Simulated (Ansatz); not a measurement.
Molecular dynamics on a 2×2×1 supercell (16 atoms) of CdSe (wurtzite), relaxed with r2SCAN. Forces come from r2SCAN in the plane-wave code Ansatz: a Nosé-Hoover thermostat at fixed volume, 1000 K, steps of 2 fs. Computed, non-magnetic; the trajectory is short and the cell small, so nothing here is a converged average.

```yaml
crystal:
  lattice:
    - [8.6814473318, -1.0e-10, 0.0]
    - [-4.3407236658, 7.5183539309, 0.0]
    - [0.0, 0.0, 7.0766459782]
  atoms:
    - { symbol: Cd, position: [0.1666666667, 0.3333333333, -0.0004760038] }
    - { symbol: Cd, position: [0.3333333333, 0.1666666667, 0.4995239962] }
    - { symbol: Se, position: [0.1666666667, 0.3333333333, 0.3754760038] }
    - { symbol: Se, position: [0.3333333333, 0.1666666667, 0.8754760038] }
    - { symbol: Cd, position: [0.1666666667, 0.8333333333, -0.0004760038] }
    - { symbol: Cd, position: [0.3333333333, 0.6666666667, 0.4995239962] }
    - { symbol: Se, position: [0.1666666667, 0.8333333333, 0.3754760038] }
    - { symbol: Se, position: [0.3333333333, 0.6666666667, 0.8754760038] }
    - { symbol: Cd, position: [0.6666666667, 0.3333333333, -0.0004760038] }
    - { symbol: Cd, position: [0.8333333333, 0.1666666667, 0.4995239962] }
    - { symbol: Se, position: [0.6666666667, 0.3333333333, 0.3754760038] }
    - { symbol: Se, position: [0.8333333333, 0.1666666667, 0.8754760038] }
    - { symbol: Cd, position: [0.6666666667, 0.8333333333, -0.0004760038] }
    - { symbol: Cd, position: [0.8333333333, 0.6666666667, 0.4995239962] }
    - { symbol: Se, position: [0.6666666667, 0.8333333333, 0.3754760038] }
    - { symbol: Se, position: [0.8333333333, 0.6666666667, 0.8754760038] }
kpoints:
  mp_grid: { grid: [3, 3, 2] }
hamiltonian:
  xc: r2scan
scf:
  occupations: { method: fermi_dirac, width: 0.086 }
md:
  ensemble: nvt_nose_hoover
  temperature: 1000
  timestep: 2.0
  n_steps: 30
  initial_velocities: maxwell_boltzmann
  seed: 9834
```

Command: `ansatz run input.yaml --threads 4 --pin off --max-ram 3686MiB --backend cpu --events-out ev --progress --plain --runs-dir out`. It ended after 7.6 min on 4 threads of Arm Neoverse V2, with other jobs on the host, load about 0.5 per core; peak host memory 3.3 GiB.

```csv
step,t (fs),T (K),free energy F from step 0 (meV/atom),kinetic energy (meV/atom),largest force (eV/Å)
0,0,1000,0.0,121.2,0.00
1,2,997,0.4,120.8,0.14
2,4,987,1.5,119.7,0.27
3,6,972,3.4,117.8,0.40
4,8,951,6.0,115.2,0.53
5,10,925,9.2,112.0,0.66
6,12,893,13.0,108.2,0.78
7,14,858,17.3,103.9,0.90
8,16,819,22.1,99.2,1.02
9,18,777,27.2,94.1,1.13
10,20,732,32.7,88.8,1.23
11,22,687,38.2,83.3,1.34
12,24,641,43.9,77.7,1.43
```

The temperature goes from 1000 K to 641 K in 24 fs. The thermostat hasn't had time to restore it. The atoms start on their lattice sites with kinetic energy alone, so much of it first passes into potential energy. By the last step the atoms have moved 0.11 Å in the root mean square, the drift of the whole cell taken out, 0.18 Å at most. The job's limit cut the run after 12 of 30 steps.

Positions (Å) and forces (eV/Å) at step 12:
```
Cd  -0.039   2.527  -0.055     0.078  -0.382  -0.037
Cd   2.257   1.232   3.517    -0.778   0.332  -0.022
Se  -0.049   2.466   2.606     0.464   0.092  -0.047
Se   2.145   1.163   6.097     0.158   1.157   0.671
Cd  -2.159   6.365   0.032     0.171  -0.618   0.379
Cd   0.042   4.941   3.580    -0.258   0.097  -0.864
Se  -2.156   6.357   2.743    -0.042  -1.224  -0.549
Se   0.047   4.984   6.097    -0.765  -0.024   0.930
Cd   4.421   2.567   0.004    -0.521   0.025   0.191
Cd   6.521   1.281   3.515     0.136  -0.609  -0.107
Se   4.344   2.451   2.828     0.282   0.896  -1.080
Se   6.441   1.199   6.130     0.284   0.280   0.444
Cd   2.118   6.215  -0.103    -0.158   0.369   0.747
Cd   4.277   5.036   3.618     0.578  -0.143  -0.142
Se   2.189   6.169   2.688    -0.374   0.610  -0.584
Se   4.296   5.158   6.247     0.745  -0.857   0.068
```
